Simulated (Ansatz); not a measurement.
Method: PBE, no spin polarisation; PAW, plane waves to 420 eV, 7×7×7 Γ-centred mesh, gaussian occupations (width 0.0182 eV) (Ansatz 0.2.0), atoms fixed.

Computed maps in the lattice plane spanned by a (left to right, 3.79 Å, 11 points from zero) and b (bottom to top, 4.23 Å, 13 points from zero), 90° apart, at height 0.000 along c. The fields are smooth PAW ones with compensation charges, not the true ones near nuclei.

Valence density. Digits on a logarithmic scale: 0 up to 0.03 e/Å³, each further digit a factor of 1.6, 9 from 1.3 e/Å³ up:
```
45654334565
66654334566
77653223567
87643223467
99753223579
99953223599
99953223599
99753223579
87643223467
77653223567
66654334566
45654334565
14664334664
```

ELF. Ten even steps from '0' (0.11) to '9' (0.88):
```
23796336973
67885115887
56653003566
11121001211
31011001101
95100000015
95100000015
31011001101
11121001211
56653003566
67885115887
23796336973
62797337972
```

The cell is Sr$_{2}$CuSi$_{3}$. Which atoms lie within 0.2 Å of this plane, and where (fractions of a and b)?

Si at (0.00, 0.00), Cu at (0.00, 0.50). The whole cell:
```yaml
crystal:
  lattice:
    - [0.00000, 0.00000, 3.78701]
    - [0.00000, -4.23314, 0.00000]
    - [6.87324, 2.11657, -1.89350]
  atoms:
    - { symbol: Si, position: [0.00000, 0.00000, 0.00000] }
    - { symbol: Sr, position: [0.35210, 0.85210, 0.70420] }
    - { symbol: Sr, position: [0.64790, 0.14790, 0.29580] }
    - { symbol: Cu, position: [0.00000, 0.50000, 0.00000] }
    - { symbol: Si, position: [0.15470, 0.65470, 0.30940] }
    - { symbol: Si, position: [0.84530, 0.34530, 0.69060] }
```

Origin: a known structure type with other elements, at an estimated volume, so it need not be a known compound. Caveats: atoms or cell far from equilibrium.
